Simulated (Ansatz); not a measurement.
Consider the following.

Bi2TeO2:
```
CELL_PARAMETERS angstrom
      4.03594     0.00000     0.00000
     -2.01797     3.49523     0.00000
      0.00000     0.00000     7.33040
ATOMIC_POSITIONS crystal
  Bi 0.66667 0.33333 0.79837
  Bi 0.33333 0.66667 0.20163
  Te 0.00000 0.00000 0.50000
  O  0.66667 0.33333 0.11438
  O  0.33333 0.66667 0.88562
```

This is the PBEsol-relaxed structure.

Problem. All from plane-wave PAW PBEsol (Ansatz code), unless another level is named. Give the electronic dielectric constant ε∞ (DFPT).

Solution. 15.7 (xx = yy), 15.6 (zz).

Problem. What about the static dielectric constant ε0 (ions relaxed, cell fixed)?

Solution. 64.6 (xx = yy), 277 (zz).

Problem. And the Born charges (a third of the trace)?

Solution. Bi +6.03, Te -3.33, O -4.37 e.

Space group P-3m1. The start of the workflow was typed in or built on a structure type; neither database checked (COD, Materials Project) lists it. Its standing as an ambient phase is unchecked. The PBEsol relaxation kept the symmetry of its start; whether a distortion lowers the energy is not shown. The volume moved by 21 % from the start of the relaxation. Scalar-relativistic: spin–orbit coupling is off unless named, which matters more the heavier the elements.

Potentials: the earlier of the program's two PAW sets. The files were generated under PBE; for other functionals the program regenerates the frozen cores, and for LDA and PBEsol the local potential too.
